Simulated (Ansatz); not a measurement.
Rough cost of magnetic runs on Fe (P63/mmc) in Ansatz 0.2.0, 2 threads of Arm Neoverse V2, on a shared host.

```
Fe
1.0
     2.34700    0.00000    0.00000
    -1.17350    2.03256    0.00000
     0.00000    0.00000    3.79700
Fe
2
Direct
  0.33333 0.66667 0.25000
  0.66667 0.33333 0.75000
```

```
                                         run  functional, mesh  k points solved  bands  iterations  wall time (s)  peak memory (GiB)
 PAW: spiral at 0.333 of the way from Γ to A     LDA, 11×11×12              112     40          19             31               0.45
                        PAW: spiral at q = 0     LDA, 11×11×12              112     40          19             31               0.45
      PAW: free moments from the typed start     LDA, 11×11×12              112     23          12            5.1               0.33
LAPW: spiral at 0.167 of the way from Γ to A     LDA, 11×11×12               96     40          19            240               0.96
 PAW: spiral at 0.667 of the way from Γ to A     LDA, 11×11×12              112     40          20             31               0.41
     PAW: spiral at 1 of the way from Γ to A     LDA, 11×11×12              112     40          20             33               0.41
   PAW: spiral at 0.5 of the way from Γ to A     LDA, 11×11×12               96     40          20             27               0.39
                       LAPW: spiral at q = 0     LDA, 11×11×12              112     40          19            270                  1
 PAW: spiral at 0.833 of the way from Γ to A     LDA, 11×11×12               96     40          20             28               0.39
```

Task: Roughly how much dearer is an iteration by LAPW than by PAW among the runs with the first row's mesh and spin treatment (non-collinear)?

Result: About 8 times (medians of wall time over iterations; times from a shared host are rough).
